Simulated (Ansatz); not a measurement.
## Profile along the C–C line in C (diamond)

C (diamond)

Space group Fd-3m, origin choice 1 (No. 227); a = b = c = 3.5603 Å, α = β = γ = 90.00°

```json
[
 {"atom": "C", "site": "8a", "symmetry": "-43m", "x": "0.0000", "y": "0.0000", "z": "0.0000"}
]
```
(The calculation used a cell of 2 atoms; values per cell refer to that cell.)

Fields along a shortest C–C line of a {110} plane (1.54 Å), from C to C, interpolated on the slice's grid (step about 0.1 Å). Calculation: r2SCAN (plane waves to 500 eV, PAW, scalar-relativistic; Ansatz, an electronic-structure program). k mesh 16×16×16. Near the nuclei the fields are pseudised (PAW); where an atom keeps semicore shells as valence, they peak there. C was relaxed with its symmetry unable to fall. The PAW data are Ansatz's earlier set.

```
distance from C (Å)  valence electron density (e/Å³)  electron localisation function  density of the highest valence band (e/Å³)  density of the lowest conduction band (e/Å³)
-------------------  -------------------------------  ------------------------------  ------------------------------------------  --------------------------------------------
0.00                                            1.40                               x                                       0.013                                         0.144
0.15                                            1.56                               x                                       0.118                                         0.200
0.31                                            1.83                            0.34                                       0.323                                         0.253
0.46                                            1.88                            0.78                                       0.450                                         0.205
0.62                                            1.74                            0.92                                       0.469                                         0.110
0.77                                            1.67                            0.95                                       0.460                                         0.068
0.92                                            1.74                            0.92                                       0.469                                         0.110
1.08                                            1.88                            0.78                                       0.451                                         0.205
1.23                                            1.83                            0.34                                       0.323                                         0.253
1.39                                            1.56                               x                                       0.118                                         0.200
1.54                                            1.42                               x                                       0.027                                         0.154
```

x: too close to a nucleus for the ELF to mean much. Band densities are of whole bands, smooth part only.

Density on the C–C line (1.54 Å) at its midpoint: 1.67 e/Å³. ELF at that point: 0.9. ELF maximum in the middle third of the C–C line: 0.95, 0.8 Å from C.
